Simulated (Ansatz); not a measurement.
ZrB₂ (MoSi2 or CaC2 type, I4/mmm) at seven volumes, DFT-PBE in the program Ansatz with PAW potentials, shape and atoms relaxed at each. One row is withheld.

| V (Å³/atom) | P (GPa) |
|---|---|
| 11.493 | 15.86 |
| 11.872 | 9.79 |
| 12.251 | ? |
| 12.630 | 0.00 |
| 13.008 | -3.95 |
| 13.387 | -7.36 |
| 13.766 | -10.29 |

Fit the shown pressures and predict the withheld one.

Third-order Birch–Murnaghan: P = (3/2)B₀(x^(7/2) − x^(5/2))[1 + (3/4)(B′ − 4)(x − 1)] with x = (V₀/V)^(2/3). Least squares on the six rows gives V₀ = 12.629 Å³/atom, B₀ = 140.8 GPa, B′ = 3.80. At V = 12.251, x = 1.0205 and P = 4.53 GPa. The run itself gave 4.56 GPa.

A made-up cell: these elements were put on the sites of a structure type; neither database checked (COD, Materials Project) lists it. It is not the phase usual at ambient conditions (space group No. 191). The PBE relaxation kept the symmetry of its start; its stability against distortions is not shown here. No spin polarisation was allowed.

Potentials: the later of the program's two PAW sets.
